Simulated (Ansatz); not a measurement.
# What a change of settings does: Mg (hcp type)

First run: DFT, LDA, PAW with Ansatz's default frozen-core files, scalar-relativistic (Ansatz 0.2.0).

Command: `ansatz run input.yaml --threads 1 --pin off --max-ram 2048MiB --backend cpu --events-out ev --progress --plain --runs-dir out` It took 4.5 s on 1 thread of Arm Neoverse V1, with other jobs on the host, peak memory 0.31 GiB.

```yaml
crystal:
  lattice:
    - [2.894617966, 0.0, 0.0]
    - [-1.447308983, 2.5068126928, 0.0]
    - [0.0, 0.0, 4.6446149174]
  atoms:
    - { symbol: Mg, position: [0.3333333333, 0.6666666667, 0.25] }
    - { symbol: Mg, position: [0.6666666667, 0.3333333333, 0.75] }
kpoints:
  mp_grid: { grid: [15, 15, 9] }
scf:
  occupations: { method: fermi_dirac, width: 0.05 }
hamiltonian:
  xc: lda
  pseudopotentials: { kind: paw }
output:
  forces: true
  stress: true
  eigenvalues: true
  populations: true
  write_density: true
  write_potential: true
  elf: true
  volumetric_format: npy
```

The base cell comes from a relaxation on PAW files under the same functional.

This run: volume at 0.78 of the series' base cell.

It converges in 6 SCF iterations at a pressure of 16.19 GPa, cutoff 420 eV.

A second input differs as follows:

```diff
   occupations: { method: fermi_dirac, width: 0.05 }
+  max_iter: 3
 hamiltonian:
   populations: true
-  write_density: true
-  write_potential: true
-  elf: true
-  volumetric_format: npy
```

What is wrong with it, and what does the program do?

The change was made to test too few SCF iterations. The run stops unconverged after 3 iterations. The log ends:
```
PAW frozen core: Mg, regenerated for the run's functional, and the local potential with it (the file was generated under x = pbe(κ = 0.804, μ = 0.2195149727645171), c = pbe(β = 0.06672455060314922))
PAW one-centre angular grid: Mg, 110 points (default); XC on 64 Gauss nodes
Initial density: superposition of atomic densities (neutral atoms: chi_scale 0, normalization atom), corrected by the library's trained network
Initial wavefunctions: pseudopotential atomic-orbital guess
Functional: x = slater, c = lda
SCF iter   1: F=—  HF=-3802.828936 eV  |F-HF|=—  |Δ(HF+E_count)|=         —  Δρ=7.87e-3  dr2=6.57e-3  ethr=1.77e-3  ⟨swp⟩=3.7  Hψ=19192  notcnv=0
preconditioner: auto → none  [metal: Δε(μ)=0.037 eV  Ē_g=8.266 eV  σ=0.050 eV  W_gap=0.18  n_scr=2 (ndim 8)  ℏωp=12.8 eV  f_vac=0.000  D(μ)=0.55/eV (n_scr^D=2)  sad-step TF]
SCF iter   2: F=—  HF=-3802.819761 eV  |F-HF|=—  |Δ(HF+E_count)|=   9.18e-3  Δρ=2.76e-3  dr2=9.39e-4  ethr=3.29e-5  ⟨swp⟩=2.1  Hψ=11090  notcnv=0
SCF iter   3: F=—  HF=-3802.819151 eV  |F-HF|=—  |Δ(HF+E_count)|=   6.10e-4  Δρ=4.20e-4  dr2=3.33e-5  ethr=4.69e-6  ⟨swp⟩=3.0  Hψ=8413  notcnv=0
Error: did not converge after 3 iterations: dr2 = 3.33e-5 (threshold 1.00e-7), under the density mixer `msr1`, which `scf.mixing.algorithm: auto` chose by the deck's other keys (type `scf.mixing.algorithm: msr1` to keep it); raise `scf.max_iter`, which need not help a stalled SCF, or adjust the mixing (`scf.mixing`) or, under a smearing, its width (`scf.occupations.width`, in either direction: another width is another result); this SCF holds its density and magnetisation to the symmetry operations that it keeps, and cannot end on a state that breaks one of them: if the state sought breaks one, re-run with `crystal.symmetry.detect: false`, without `crystal.symmetry.time_reversal: true`, on a non-collinear deck whose state breaks time reversal, with `crystal.symmetry.time_reversal: false` beside it (there exact exchange or a DFT+U term alone can polarise the run; a magnetic state wants starting moments), where the deck allows it (that run may end on another state, and need not converge either) — the other mixer that `auto` picks from is left to try (`scf.mixing.algorithm: broyden`); it can need more iterations, either can converge an SCF that the other leaves open, and the two can end on different states; the input reference at `scf.mixing.algorithm` says more, and from which start to try it
```
